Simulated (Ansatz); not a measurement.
Ba$_{2}$Ti$_{2}$N$_{3}$F$_{3}$:
```xyz
10
Lattice="4.0705 0.0000 0.0000 0.0000 4.0705 0.0000 0.0000 0.0000 8.5379" Properties=species:S:1:pos:R:3 pbc="T T T"
Ba     2.0353     2.0353     0.0000
Ti     0.0000     0.0000     6.1583
F      2.0353     0.0000     6.5299
N      0.0000     2.0353     6.3897
F      0.0000     0.0000     0.0000
Ba     2.0353     2.0353     4.2690
Ti     0.0000     0.0000     2.3797
N      2.0353     0.0000     2.1483
F      0.0000     2.0353     2.0080
N      0.0000     0.0000     4.2690
```

Relaxed with PBE. Special points in fractions of this cell's reciprocal vectors: Γ (0.000, 0.000, 0.000); X (0.000, 0.500, 0.000); M (0.500, 0.500, 0.000); Z (0.000, 0.000, 0.500); R (0.000, 0.500, 0.500); A (0.500, 0.500, 0.500).

Q: List the band energies nearest the valence-band maximum at these points for the program Ansatz at the PBE level (PAW).

A: In eV from the valence-band maximum; about four levels below and three above (degenerate sets whole), none deeper than 8.9 eV; points with the same levels are listed once.

```json
[
 {"k": "Γ", "below": "-0.24 -0.24 -0.02 -0.02", "above": "1.38 1.53 1.66 1.66"},
 {"k": "X", "below": "-0.53 -0.35 -0.33 -0.22", "above": "1.82 2.15 2.61"},
 {"k": "M", "below": "-0.96 -0.40 -0.37 -0.37", "above": "2.67 2.67 2.75"},
 {"k": "Z", "below": "-0.18 -0.18 -0.11 -0.11", "above": "1.40 1.51 1.77 1.77"},
 {"k": "R", "below": "-0.62 -0.39 -0.35 -0.03", "above": "1.88 2.14 2.54"},
 {"k": "A", "below": "-0.79 -0.61 -0.41 -0.41", "above": "2.56 2.56 3.58"}
]
```

Space group P-4m2. The start of the workflow was typed in or built on a structure type; neither database checked (COD, Materials Project) lists it. Whether it is the stable phase at ambient conditions was not checked. The PBE relaxation kept the symmetry of its start; whether a distortion lowers the energy is not shown. The workflow began spin-polarised and lost its moments. Spin–orbit coupling is left out wherever it is not named.

Potentials: the earlier of the program's two PAW sets.
